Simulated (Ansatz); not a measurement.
A geometry of VBiO$_{4}$ away from equilibrium: step 2 of the relaxation of a generated cell, VBiO4 placed in the AFLOW prototype A4BC_tI24_141_h_b_a (as in ZrSiO4). Computed with PBEsol (plane waves to 420 eV, PAW, scalar-relativistic; Ansatz, a first-principles code). Γ-centred k-mesh 4×4×4 on the run's cell (coarser than for final values), Fermi–Dirac smearing 0.05 eV. The plane waves were selected for a different cell earlier on the path.

```yaml
crystal:
  lattice:
    - [-3.46386, 3.46386, 3.21462]
    - [3.46386, -3.46386, 3.21462]
    - [3.46386, 3.46386, -3.21462]
  atoms:
    - { symbol: O, position: [0.09317, 0.29517, 0.79800] }
    - { symbol: O, position: [0.65683, 0.95483, 0.70200] }
    - { symbol: O, position: [0.25283, 0.95483, 0.29800] }
    - { symbol: O, position: [0.49717, 0.29517, 0.20200] }
    - { symbol: O, position: [0.70483, 0.90683, 0.20200] }
    - { symbol: O, position: [0.04517, 0.74717, 0.70200] }
    - { symbol: O, position: [0.04517, 0.34317, 0.29800] }
    - { symbol: O, position: [0.70483, 0.50283, 0.79800] }
    - { symbol: Bi, position: [0.50000, 0.50000, 0.00000] }
    - { symbol: Bi, position: [0.25000, 0.75000, 0.50000] }
    - { symbol: V, position: [0.75000, 0.25000, 0.50000] }
    - { symbol: V, position: [0.00000, 0.00000, 0.00000] }
```
Spin-polarised start, with parallel moments on V.

Problem. What forces act on the atoms (eV/Å)?

Solution. 
```tsv
atom	Fx	Fy	Fz
O1	0.00	-2.54	-2.31
O2	0.00	2.54	2.31
O3	0.00	-2.54	2.31
O4	0.00	2.54	-2.31
O5	2.54	0.00	2.31
O6	2.54	0.00	-2.31
O7	-2.54	0.00	-2.31
O8	-2.54	0.00	2.31
Bi9	0.00	0.00	0.00
Bi10	0.00	0.00	0.00
V11	0.00	0.00	0.00
V12	0.00	0.00	0.00
```

The path ends in I4₁/amd (No. 141) (AFLOW prototype A4BC_tI24_141_h_b_a (as in ZrSiO4)). No spin polarisation in the result: the starting moments vanished. The d or f electrons are treated with no Hubbard U.

The run could not lose the symmetry of its start.

The first start was generated by placing the elements on the sites of a structure type. A measured structure of VBiO4 has the same space group, I4₁/amd (No. 141); the sites were not compared with it. Another known form has space group No. 88.
